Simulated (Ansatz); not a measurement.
The relaxed structure here is a generated cell of Ir: the first start was made by placing the elements on the sites of a structure type, and the end was not matched to a known phase here, so it may be hypothetical. Known forms of Ir include space group No. 225.

A relaxed structure of Ir. Space group P6/mmm (No. 191). These are PBEsol (plane waves to 420 eV, PAW, scalar-relativistic; Ansatz, a quantum-chemistry and plane-wave program) values and carry that method's errors.

```xyz
3
Lattice="4.3347 0.0000 0.0000 -2.1674 3.7540 0.0000 0.0000 0.0000 2.6700" Properties=species:S:1:pos:R:3 pbc="T T T"
Ir     0.0000     0.0000     0.0000
Ir     0.0000     2.5026     1.3350
Ir     2.1674     1.2513     1.3350
```

```json
{
 "volume_per_atom": "14.48 Å³",
 "band_gap": "zero (metallic)",
 "shortest_distances": "Ir–Ir 2.50 Å",
 "k-mesh": "12×12×17"
}
```

No spin polarisation in the result.

The run could not lose the symmetry of its start: the end is stationary, and may be a saddle point rather than a minimum.

All atoms sit on sites fixed by symmetry, so only the cell could relax.
